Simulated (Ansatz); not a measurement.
RbBr:
```xyz
2
Lattice="0.0000 3.5089 3.5089 3.5089 0.0000 3.5089 3.5089 3.5089 0.0000" Properties=species:S:1:pos:R:3 pbc="T T T"
Rb     0.0000     0.0000     0.0000
Br     3.5089     3.5089     3.5089
```

Relaxed with PBE. Special points in fractions of this cell's reciprocal vectors: Γ (0.000, 0.000, 0.000); X (0.500, 0.000, 0.500); U (0.625, 0.250, 0.625); K (0.375, 0.375, 0.750); L (0.500, 0.500, 0.500); W (0.500, 0.250, 0.750).

Problem. List the band energies nearest the valence-band maximum at these points for PBE (plane waves, PAW; program Ansatz).

Solution. In eV from the valence-band maximum; about four levels below and three above (degenerate sets whole), none deeper than 8.9 eV; points with the same levels are listed once.

| k | below | above |
|---|---|---|
| Γ | -8.64 -8.64 -8.64 0.00 0.00 0.00 | 4.19 7.25 7.25 7.25 |
| X | -8.69 -8.69 -0.45 -0.15 -0.15 | 5.67 6.86 8.84 |
| U | -8.66 -0.44 -0.39 -0.23 | 6.33 7.79 7.95 |
| L | -8.61 -0.87 -0.30 -0.30 | 6.63 7.47 9.27 9.27 |
| W | -8.63 -0.43 -0.33 -0.33 | 7.00 7.00 7.97 |

Space group Fm-3m (rock salt). The cell was relaxed with PBE under the symmetry of its start. Scalar-relativistic: spin–orbit coupling is off unless named, which matters more the heavier the elements.

Potentials: the later of the program's two PAW sets.
